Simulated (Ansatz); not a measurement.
The relaxed structure here is a generated cell of InAgTe2: the first start was made by placing the elements on the sites of a structure type, and the end was not matched to a known phase here, so it may be hypothetical.

One stationary structure of InAgTe2. Space group Pna2₁ (No. 33). Level of theory: PBE (plane waves to 420 eV, PAW, scalar-relativistic; Ansatz, a first-principles code).

Space group Pna2₁ (No. 33); a = 7.978 Å, b = 9.258 Å, c = 7.599 Å, α = 90.00°, β = 90.00°, γ = 90.00°

```tsv
atom	site	symmetry	x	y	z
Ag	4a	1	0.0912	0.6237	0.0049
In	4a	1	0.0787	0.1260	0.0014
Te	4a	1	0.0787	0.1300	0.3781
Te	4a	1	0.0839	0.6201	0.3755
```

| Quantity | Result |
|---|---|
| Volume per atom | 35.08 Å³ |
| Band gap | 0.13 eV, direct at Γ (no spin-orbit coupling) |
| Shortest distances | Ag–Te 2.80 Å; In–Te 2.84 Å |
| k-mesh | 5×4×5 |

Band energies at high-symmetry points (eV from the VBM; labels of this space group; no spin-orbit coupling), from −5 eV up to 5.1 eV:

```csv
point,energies
Γ,-4.88 -4.11 -4.05 -4.03 -4.00 -4.00 -3.99 -3.98 -3.97 -3.80 -3.79 -3.73 -3.67 -3.64 -3.63 -3.62 -3.60 -3.55 -3.54 -3.45 -3.44 -3.35 -3.14 -3.12 -2.92 -2.84 -2.79 -2.54 -2.33 -2.10 -1.82 -1.55 -1.45 -1.39 -1.19 -0.83 -0.72 -0.56 -0.10 -0.05 0.00 0.13 0.93 1.55 1.75 3.03 3.18 3.32 3.34 3.62 3.62 3.65 3.93 3.97 4.08 4.23 4.25 4.75 4.89 5.03 5.13
X,-4.07 -4.07 -4.01 -4.01 -3.99 -3.99 -3.97 -3.97 -3.87 -3.87 -3.70 -3.70 -3.68 -3.68 -3.55 -3.55 -3.47 -3.47 -3.44 -3.44 -3.27 -3.27 -2.91 -2.91 -2.58 -2.58 -2.39 -2.39 -1.86 -1.86 -1.55 -1.55 -1.42 -1.42 -0.82 -0.82 -0.53 -0.53 -0.34 -0.34 1.24 1.24 1.46 1.46 2.59 2.59 2.75 2.75 3.63 3.63 3.80 3.80 4.22 4.22 4.33 4.33 4.88 4.88
S,-4.08 -4.08 -4.03 -4.03 -4.01 -4.01 -3.96 -3.96 -3.88 -3.88 -3.73 -3.73 -3.61 -3.61 -3.54 -3.54 -3.43 -3.43 -3.43 -3.43 -2.97 -2.97 -2.84 -2.84 -2.76 -2.76 -2.54 -2.54 -2.03 -2.03 -1.85 -1.85 -1.22 -1.22 -1.04 -1.04 -0.66 -0.66 -0.61 -0.61 1.56 1.56 1.82 1.82 3.06 3.06 3.24 3.24 3.70 3.70 3.75 3.75 4.17 4.17 4.32 4.32 4.80 4.80 5.01 5.01
Y,-4.11 -4.11 -4.03 -4.03 -4.00 -4.00 -3.89 -3.89 -3.86 -3.86 -3.81 -3.81 -3.71 -3.71 -3.55 -3.55 -3.41 -3.41 -3.38 -3.38 -3.23 -3.23 -3.03 -3.03 -2.47 -2.47 -2.18 -2.18 -2.02 -2.02 -1.91 -1.91 -1.60 -1.60 -1.27 -1.27 -0.48 -0.48 -0.35 -0.35 1.44 1.44 2.16 2.16 2.87 2.87 3.26 3.26 3.49 3.49 4.09 4.09 4.46 4.46 4.62 4.62 4.97 4.97 5.10 5.10
Z,-4.10 -4.10 -4.09 -4.09 -4.04 -4.04 -3.98 -3.98 -3.84 -3.84 -3.69 -3.69 -3.56 -3.56 -3.55 -3.55 -3.46 -3.46 -3.39 -3.39 -3.35 -3.35 -2.65 -2.65 -2.38 -2.38 -2.31 -2.31 -1.82 -1.82 -1.66 -1.66 -1.12 -1.12 -1.06 -1.06 -0.40 -0.40 -0.38 -0.38 1.10 1.10 1.32 1.32 2.66 2.66 2.70 2.70 3.54 3.54 3.97 3.97 4.05 4.05 4.57 4.57 4.58 4.58 5.03 5.03
U,-4.10 -4.10 -4.10 -4.10 -4.00 -4.00 -4.00 -4.00 -3.80 -3.80 -3.80 -3.80 -3.58 -3.58 -3.58 -3.58 -3.45 -3.45 -3.45 -3.45 -2.88 -2.88 -2.88 -2.88 -2.15 -2.15 -2.15 -2.15 -1.53 -1.53 -1.53 -1.53 -1.23 -1.23 -1.23 -1.23 -0.75 -0.75 -0.75 -0.75 1.28 1.28 1.28 1.28 2.63 2.63 2.63 2.63 3.18 3.18 3.18 3.18 4.25 4.25 4.25 4.25 5.12 5.12 5.12 5.12
R,-4.15 -4.15 -4.10 -4.10 -4.01 -4.01 -4.01 -4.01 -3.76 -3.76 -3.62 -3.62 -3.58 -3.58 -3.49 -3.49 -3.42 -3.42 -3.42 -3.42 -3.10 -3.10 -2.90 -2.90 -2.17 -2.17 -2.08 -2.08 -1.73 -1.73 -1.58 -1.58 -1.41 -1.41 -1.28 -1.28 -1.04 -1.04 -0.91 -0.91 1.61 1.61 1.65 1.65 2.76 2.76 2.96 2.96 3.65 3.65 3.72 3.72 4.24 4.24 4.25 4.25 4.88 4.88 5.02 5.02
T,-4.12 -4.12 -4.07 -4.07 -4.03 -4.03 -4.00 -4.00 -3.80 -3.80 -3.73 -3.73 -3.62 -3.62 -3.57 -3.57 -3.43 -3.43 -3.36 -3.36 -2.85 -2.85 -2.78 -2.78 -2.58 -2.58 -2.43 -2.43 -1.79 -1.79 -1.58 -1.58 -1.39 -1.39 -1.11 -1.11 -0.85 -0.85 -0.65 -0.65 1.57 1.57 1.68 1.68 3.00 3.00 3.31 3.31 3.46 3.46 3.85 3.85 4.23 4.23 4.40 4.40 4.57 4.57 5.06 5.06
```

No spin polarisation in the result. Without spin-orbit coupling the bands of the heavy element are not split, so the gap can be far off.

The run could not lose the symmetry of its start, so the end can be a saddle point.
